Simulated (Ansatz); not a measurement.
Ga4AsN3 as one 8-atom ordering on the zincblende lattice, 8 atoms and 82 valence electrons in a cell of about 109 Å³, was run 6 times in the PAW code Ansatz, each time on 4 threads of Arm Neoverse V1, on a shared host.

```
                  run  k mesh  irreducible k  cutoff (eV)  plane waves  bands  SCF iterations  wall time  peak host memory (GiB)
      relaxation, PBE   8×4×6             60          420         2185     50             100          ?                       ?
   relaxation, r2SCAN   8×4×6             60          500         2785     50              47          ?                       ?
           bands, PBE   8×4×6             60          420         2135     47               9       20 s                    0.64
 single point, r2SCAN   8×4×6             60          500         2785     47              10       34 s                    0.77
  single point, HSE06   4×2×4             18          420         2135     47              27      110 s                     1.9
single point, PBE+SOC   8×4×6             60          420         2135     94              11          ?                       ?
```

Q: Estimate the missing times and memories.

A:

| run | wall time | peak host memory (GiB) |
| --- | --- | --- |
| single point, PBE+SOC | 100 s | 1.8 |
| relaxation, PBE | 110 s | 0.61 |
| relaxation, r2SCAN | 2.1 min | 0.81 |

Only the levels marked +SOC include spin-orbit coupling.
